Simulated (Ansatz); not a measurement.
The relaxed structure here is a generated cell of GaPt: the first start was made by placing the elements on the sites of a structure type, and the end was not matched to a known phase here, so it may be hypothetical.

The start is a generated cell, GaPt built in the CoSn-191 structure type. The cell and all atomic positions are relaxed at zero pressure with PBE (plane waves to 420 eV, PAW, scalar-relativistic; Ansatz, a quantum-chemistry and plane-wave program). The first steps use a coarse 7×7×8 k-mesh.

Initial structure:
```
GaPt
1.0
    5.31820     0.00000     0.00000
   -2.65910     4.60570     0.00000
    0.00000     0.00000     4.24520
Pt Ga
3 3
Direct
  0.00000   0.50000   0.00000
  0.50000   0.00000   0.00000
  0.50000   0.50000   0.00000
  0.66667   0.33333   0.50000
  0.33333   0.66667   0.50000
  0.00000   0.00000   0.00000
```

```yaml
initial_pressure: "+8.1 GPa (positive: the cell is compressed)"
volume_change: +4.9 %, from 17.33 to 18.18 Å³/atom
Shortest distances (start → end): "The closest pairs of elements (up to four, under 3.6 Å), start → end: Ga–Pt 2.62 → 2.65 Å; Pt–Pt 2.66 → 2.72 Å; Ga–Ga 3.07 → 3.14 Å"
band_gap_at_the_end: no gap (metallic)
optimiser_moves: 8
```

Relaxed structure:

Space group P6/mmm (No. 191); a = b = 5.4395 Å, c = 4.2573 Å, α = β = 90.00°, γ = 120.00°

| atom | site | symmetry | x | y | z |
|---|---|---|---|---|---|
| Pt | 3f | mmm | 0.0000 | 0.5000 | 0.0000 |
| Ga | 2d | -6m2 | 0.3333 | 0.6667 | 0.5000 |
| Ga | 1a | 6/mmm | 0.0000 | 0.0000 | 0.0000 |

Final values are on a 10×10×11 k-mesh of the relaxed cell. No spin polarisation in the result.

The run could not lose the symmetry of its start: the end is stationary, and may be a saddle point rather than a minimum.

All atoms sit on sites fixed by symmetry, so only the cell could relax.
